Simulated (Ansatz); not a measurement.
**Structures of Be2Si3: which is lowest?**

Plane-wave DFT in Ansatz with scalar-relativistic PAW potentials, cutoff 420 eV, Γ-centred meshes chosen by cell and gap, Gaussian smearing with energies taken to zero width. Every cell was relaxed (cell and atoms) in a run of its own, within the symmetry of its start. Functional: PBE.

Relaxed structures (starts from databases or built by putting these elements on another compound's sites):
A. P4/mbm, 10 atoms in the computed cell, a = 6.018 Å, c = 3.368 Å; sites (symmetry × multiplicity) Be m.2m × 4, Si 4/m.. × 2 + m.2m × 4; start: built
B. R-3m, 5 atoms in the computed cell, a = 2.944 Å, c = 25.619 Å; sites (symmetry × multiplicity) Be 3m × 6, Si -3m × 3 + 3m × 6; start: built

Problem. Rank them by energy. Could pressure change the order?

Solution.
| structure | group | E − E(lowest) (meV/atom) | V (Å³/atom) | gap on mesh (eV) |
| --- | --- | --- | --- | --- |
| A | P4/mbm | 0.0 | 12.20 | 0.00 |
| B | R-3m | 16.1 | 12.82 | 0.00 |

A is lowest, 16 meV/atom under B. The lowest is also the densest of these, so pressure wouldn't bring one of the others in at first order. Other structures may lie lower than all of these, and vibrations aren't counted.